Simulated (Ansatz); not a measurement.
GaAs:
```
CELL_PARAMETERS angstrom
      0.00000     2.87224     2.87224
      2.87224     0.00000     2.87224
      2.87224     2.87224     0.00000
ATOMIC_POSITIONS crystal
  As 0.75000 0.75000 0.75000
  Ga 0.00000 0.00000 0.00000
```

Relaxed with PBE.

**Question.** Give the Bader charges and basin volumes of the independent atoms, PBE in the plane-wave PAW code Ansatz.

**Answer.** 

| atom | Bader charge (e) | Bader volume (Å³) |
|---|---|---|
| As1 | -0.68 | 29.5 |
| Ga2 | +0.68 | 17.9 |

Space group F-43m (zinc blende). Symmetry was held in the PBE relaxation.

Potentials: the later of the program's two PAW sets.
